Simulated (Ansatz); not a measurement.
Input:

NbSi$_{2}$ (space group P6_422)

```xyz
9
Lattice="4.7929 0.0000 0.0000 -2.3964 4.1508 0.0000 0.0000 0.0000 6.5854" Properties=species:S:1:pos:R:3 pbc="T T T"
Nb     1.1982     2.0754     4.3903
Nb    -1.1982     2.0754     2.1951
Nb     2.3964     0.0000     0.0000
Si     1.2567     3.4927     2.1951
Si     2.3964     2.8347     0.0000
Si    -1.2567     3.4927     4.3903
Si     1.1397     0.6580     2.1951
Si     0.0000     1.3161     0.0000
Si     3.6531     0.6580     4.3903
```

Equation-of-state scan: isotropic scaling of the cell above, V₀ being its volume. The atoms relax within the cell's symmetry.

The numbers are results of r2SCAN (plane waves to 500 eV, PAW, scalar-relativistic; Ansatz, a first-principles code), not measurements. k mesh 11×11×7 (Γ-centred), Fermi-Dirac smearing 0.05 eV. Energies are smeared free energies. Stress and pressure are positive under compression. With the shape held, the modulus is that of even scaling; a crystal free to change shape is softer. NbSi2 is run without spin polarisation. NbSi2 was relaxed with its symmetry unable to fall. ΔE is measured from the relaxed starting cell.

The scan covers V/V₀ from 0.940 to 1.060 in 11 points.

Q: What bulk modulus at fixed cell shape B₀ follows from a third-order Birch-Murnaghan fit?

A: 185 GPa.

Q: What is the fitted pressure derivative B₀′?

A: 4.3.

(A scan under strain: stresses follow from slopes of the energy per volume, elastic moduli from its curvatures.)
